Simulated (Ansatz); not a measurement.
GaAs in space group P4_2/mnm (No. 136; Ga on 4g, As on 4f), PBE in the plane-wave PAW code Ansatz, all energies at zero smearing, with the estimated change up to a 700 eV cutoff added, with one set of potentials and settings (totals compare only within such a set). Cell of 8 atoms (4 Ga, 4 As): -34558.926 eV.

```tsv
element	reference phase	E (eV/atom)
Ga	Cmce, 4 atoms in the cell	-3783.0259
As	R-3m, 2 atoms in the cell	-4856.1443
```

Formation energy per atom, worked out: (-34558.926 − 4×(-3783.0259) − 4×(-4856.1443))/8 = -0.281 eV/atom (-27 kJ per mol of atoms), at 0 K, without zero-point energy or fitted corrections.

The start of the workflow was typed in or built on a structure type; neither database checked (COD, Materials Project) lists it. It is not the phase usual at ambient conditions (space group No. 216). Symmetry was held in the PBE relaxation; its stability against distortions is not shown here. The volume moved by 22 % from the start of the relaxation. The references are the lowest solids computed at this level, not always the standard phases.

Potentials: the earlier of the program's two PAW sets.
